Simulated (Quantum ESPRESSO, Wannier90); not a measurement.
# Wannier functions of Zn2SeS (P-4m2)

Structure: Materials Project mp-1215430, symmetrised, not relaxed again. Not found in the COD (Crystallography Open Database) copy used; not checked further. Method: PBEsol plane waves in Quantum ESPRESSO 7.5 (PseudoDojo norm-conserving files, 69 Ry, no spin polarisation, no spin-orbit coupling), Bloch states on a 8×8×6 mesh through Γ, Wannier90 4.0.1. Density: 8×8×6 mesh, cold smearing 0.01 Ry. Spin-orbit coupling, left out, would split the p-like bands by a few tenths of an eV.

On the energy scale of pw.x, whose zero is arbitrary, the valence-band maximum lies at 7.91 eV.

Input w.win:

```
num_bands = 30
num_wann = 10
exclude_bands = 1-13,16-25
num_iter = 1000
conv_tol = 1.0e-6
conv_window = 4
dis_num_iter = 1000
dis_conv_tol = 1.0e-6
dis_froz_max = 10.90
write_hr = true
write_u_matrices = true
auto_projections = true
begin unit_cell_cart
ang
    3.9092900000    0.0000000000    0.0000000000
    0.0000000000    3.9092900000    0.0000000000
    0.0000000000    0.0000000000    5.5221200000
end unit_cell_cart
begin atoms_frac
Zn   0.5000000000  0.0000000000 -0.2369400000
Zn   0.0000000000  0.5000000000  0.2369400000
Se   0.0000000000  0.0000000000  0.5000000000
S    0.5000000000  0.5000000000  0.0000000000
end atoms_frac
mp_grid = 8 8 6
begin kpoints
0.0000000000 0.0000000000 0.0000000000
0.0000000000 0.0000000000 0.1666666667
0.0000000000 0.0000000000 0.3333333333
... (381 more lines: the 8x8x6 mesh through Gamma)
end kpoints
```

Input of pw2wannier90.x that gives the overlap and projection files (equivalent; here they were cut from one run over all bands):

```
&inputpp
  outdir = './out'
  prefix = 'pwscf'
  seedname = 'w'
  write_amn = .true.
  write_mmn = .true.
  atom_proj = .true.
  atom_proj_exclude = 1 2 3 4 5 6 7 8 9 11 12 13 14 15 16 17 18 19 21 22 23 24 25
/
```

Output w.wout (banner and timings cut):

```
                                    ------
                                    SYSTEM
                                    ------

                              Lattice Vectors (Ang)
                    a_1     3.909290   0.000000   0.000000
                    a_2     0.000000   3.909290   0.000000
                    a_3     0.000000   0.000000   5.522120

                   Unit Cell Volume:      84.39207  (Ang^3)

                        Reciprocal-Space Vectors (Ang^-1)
                    b_1     1.607245   0.000000   0.000000
                    b_2     0.000000   1.607245   0.000000
                    b_3     0.000000   0.000000   1.137821

 *----------------------------------------------------------------------------*
 |   Site       Fractional Coordinate          Cartesian Coordinate (Ang)     |
 +----------------------------------------------------------------------------+
 | zn   1   0.50000   0.00000  -0.23694   |    1.95464   0.00000  -1.30841    |
 | zn   2   0.00000   0.50000   0.23694   |    0.00000   1.95464   1.30841    |
 | se   1   0.00000   0.00000   0.50000   |    0.00000   0.00000   2.76106    |
 | s    1   0.50000   0.50000   0.00000   |    1.95464   1.95464   0.00000    |
 *----------------------------------------------------------------------------*
                                ------------
                                K-POINT GRID
                                ------------

             Grid size =  8 x  8 x  6      Total points =  384

 *---------------------------------- MAIN ------------------------------------*
 |  Number of Wannier Functions               :                10             |
 |  Number of Objective Wannier Functions     :                10             |
 |  Number of input Bloch states              :                30             |
 |  Output verbosity (1=low, 5=high)          :                 1             |
 |  Timing Level (1=low, 5=high)              :                 1             |
 |  Optimisation (0=memory, 3=speed)          :                 3             |
 |  Length Unit                               :               Ang             |
 |  Post-processing setup (write *.nnkp)      :                 F             |
 |  Using Gamma-only branch of algorithms     :                 F             |
 *----------------------------------------------------------------------------*
 *------------------------------- WANNIERISE ---------------------------------*
 |  Total number of iterations                :              1000             |
 |  Number of CG steps before reset           :                 5             |
 |  Trial step length for line search         :             2.000             |
 |  Convergence tolerence                     :         0.100E-05             |
 |  Convergence window                        :                 4             |
 |  Iterations between writing output         :                 1             |
 |  Iterations between backing up to disk     :               100             |
 |  Write r^2_nm to file                      :                 F             |
 |  Write xyz WF centres to file              :                 F             |
 |  Write on-site energies <0n|H|0n> to file  :                 F             |
 |  Use guiding centre to control phases      :                 F             |
 |  Use phases for initial projections        :                 F             |
 *----------------------------------------------------------------------------*
 *------------------------------- DISENTANGLE --------------------------------*
 |  Using band disentanglement                :                 T             |
 |  Total number of iterations                :              1000             |
 |  Mixing ratio                              :             0.500             |
 |  Convergence tolerence                     :         1.000E-06             |
 |  Convergence window                        :                 3             |
 *----------------------------------------------------------------------------*
 *-------------------------------- PLOTTING ----------------------------------*
 |  Plotting Hamiltonian in WF basis          :                 T             |
 *----------------------------------------------------------------------------*

       ... (k-mesh section left out)

 Starting a new Wannier90 calculation ...

 Reading overlaps from w.mmn

 Reading projections from w.amn

 *------------------------------- DISENTANGLE --------------------------------*
 +----------------------------------------------------------------------------+
 |                              Energy  Windows                               |
 |                              ---------------                               |
 |                   Outer:   -5.39001  to   29.51590  (eV)                   |
 |                   Inner:   -5.39001  to   10.90000  (eV)                   |
 +----------------------------------------------------------------------------+
   Number of target bands to extract:   10

                   Unitarised projection of Wannier functions
                   ------------------------------------------
   A_mn = <psi_m|g_n> --> S = A.A^+ --> U = S^-1/2.A
   In dis_project... done
   Using an inner window (linner = T)
   In dis_proj_froz... done

                   Extraction of optimally-connected subspace
                   ------------------------------------------
 +---------------------------------------------------------------------+<-- DIS
 |  Iter     Omega_I(i-1)      Omega_I(i)      Delta (frac.)           |<-- DIS
 +---------------------------------------------------------------------+<-- DIS
       1      24.03995960      23.73555252       1.282E-02    <-- DIS
       2      23.66898482      23.62831780       1.721E-03    <-- DIS
       3      23.62508221      23.56927736       2.368E-03    <-- DIS
       4      23.57203846      23.52562347       1.973E-03    <-- DIS
       5      23.52719766      23.49123018       1.531E-03    <-- DIS
       6      23.49103250      23.46323090       1.185E-03    <-- DIS
       ... (lines left out)
     101      23.19982323      23.19828951       6.611E-05    <-- DIS
       ... (lines left out)
     201      23.14358105      23.14227155       5.658E-05    <-- DIS
       ... (lines left out)
     301      23.11078488      23.10988334       3.901E-05    <-- DIS
       ... (lines left out)
     401      23.09512533      23.09457629       2.377E-05    <-- DIS
       ... (lines left out)
     501      23.08877987      23.08846647       1.357E-05    <-- DIS
       ... (lines left out)
     601      23.08647054      23.08629644       7.541E-06    <-- DIS
       ... (lines left out)
     701      23.08567541      23.08557963       4.149E-06    <-- DIS
       ... (lines left out)
     801      23.08540522      23.08535269       2.276E-06    <-- DIS
       ... (lines left out)
     901      23.08531134      23.08528254       1.247E-06    <-- DIS
       ... (lines left out)
     938      23.08529463      23.08527159       9.983E-07    <-- DIS
     939      23.08529426      23.08527136       9.923E-07    <-- DIS
     940      23.08529389      23.08527112       9.863E-07    <-- DIS

             <<<      Delta < 1.000E-06  over  3 iterations     >>>
             <<< Disentanglement convergence criteria satisfied >>>

        Final Omega_I    23.08527112 (Ang^2)

 +----------------------------------------------------------------------------+

 Writing checkpoint file w.chk... done

 *------------------------------- WANNIERISE ---------------------------------*
 +--------------------------------------------------------------------+<-- CONV
 | Iter  Delta Spread     RMS Gradient      Spread (Ang^2)            |<-- CONV
 +--------------------------------------------------------------------+<-- CONV

 ------------------------------------------------------------------------------
 Initial State
  WF centre and spread    1  (  1.954440,  0.000185, -0.986742 )     3.46950794
  WF centre and spread    2  ( -0.000012,  1.956533,  0.985914 )     3.43101282
  WF centre and spread    3  ( -0.000000,  0.000000,  2.761055 )     1.64184046
  WF centre and spread    4  ( -0.000000,  0.000000,  2.760951 )     3.41185335
  WF centre and spread    5  ( -0.000085,  0.000047,  2.989294 )     3.45814389
  WF centre and spread    6  ( -0.000003,  0.000858,  2.532636 )     3.44231729
  WF centre and spread    7  (  1.954645,  1.954645, -0.000019 )     1.34465741
  WF centre and spread    8  (  1.954645,  1.954645,  0.000054 )     2.91051195
  WF centre and spread    9  (  1.954641,  1.953648,  0.096214 )     2.81047727
  WF centre and spread   10  (  1.954741,  1.954697, -0.096461 )     2.82925448
  Sum of centres and spreads (  9.773013,  9.775258, 11.042897 )    28.74957686

      0     0.287E+02     0.0000000000       28.7495768518  <-- CONV
        O_D=      0.0977718 O_OD=      5.5665339 O_TOT=     28.7495769 <-- SPRD
 ------------------------------------------------------------------------------
      1    -0.418E+00     0.3832424386       28.3314697216  <-- CONV
        O_D=      0.1005872 O_OD=      5.1456114 O_TOT=     28.3314697 <-- SPRD
      2    -0.376E+00     0.5723972829       27.9557457801  <-- CONV
        O_D=      0.1049621 O_OD=      4.7655126 O_TOT=     27.9557458 <-- SPRD
      3    -0.277E+00     0.5028483957       27.6789697148  <-- CONV
        O_D=      0.1017827 O_OD=      4.4919159 O_TOT=     27.6789697 <-- SPRD
      4    -0.122E+00     0.4655898636       27.5571311369  <-- CONV
        O_D=      0.1547088 O_OD=      4.3171513 O_TOT=     27.5571311 <-- SPRD
      5    -0.876E-01     0.8797974909       27.4695746539  <-- CONV
        O_D=      0.0861296 O_OD=      4.2981740 O_TOT=     27.4695747 <-- SPRD
       ... (lines left out)
    100    -0.477E-04     0.0781134785       27.1315413436  <-- CONV
        O_D=      0.0771551 O_OD=      3.9691152 O_TOT=     27.1315413 <-- SPRD
       ... (lines left out)
    200    -0.327E-02     0.0963689781       27.1388788784  <-- CONV
        O_D=      0.0779297 O_OD=      3.9756781 O_TOT=     27.1388789 <-- SPRD
       ... (lines left out)
    290    -0.672E-06     0.1063802088       27.1303686346  <-- CONV
        O_D=      0.0770655 O_OD=      3.9680320 O_TOT=     27.1303686 <-- SPRD
    291    -0.577E-06     0.0137855594       27.1303680577  <-- CONV
        O_D=      0.0770661 O_OD=      3.9680308 O_TOT=     27.1303681 <-- SPRD
    292    -0.592E-06     0.1016367716       27.1303674661  <-- CONV
        O_D=      0.0770656 O_OD=      3.9680308 O_TOT=     27.1303675 <-- SPRD
             <<<     Delta < 1.000E-06  over  4 iterations     >>>
             <<< Wannierisation convergence criteria satisfied >>>
 Final State
  WF centre and spread    1  (  1.954500,  0.001967, -0.926370 )     3.49131711
  WF centre and spread    2  (  0.000033,  1.955225,  0.926829 )     3.21566593
  WF centre and spread    3  (  0.000545, -0.002561,  2.761816 )     1.20457281
  WF centre and spread    4  (  0.000102, -0.000360,  2.760184 )     3.29796660
  WF centre and spread    5  ( -0.000659, -0.000003,  2.962801 )     3.19240751
  WF centre and spread    6  (  0.000001,  0.003123,  2.559128 )     3.19207953
  WF centre and spread    7  (  1.954548,  1.954700, -0.000284 )     1.07091122
  WF centre and spread    8  (  1.954642,  1.954648,  0.000254 )     2.87775217
  WF centre and spread    9  (  1.954769,  1.954331,  0.093778 )     2.78832979
  WF centre and spread   10  (  1.954653,  1.954539, -0.095265 )     2.79936481
  Sum of centres and spreads (  9.773133,  9.775610, 11.042871 )    27.13036748

         Spreads (Ang^2)       Omega I      =    23.085271124
        ================       Omega D      =     0.077065551
                               Omega OD     =     3.968030792
    Final Spread (Ang^2)       Omega Total  =    27.130367466
```
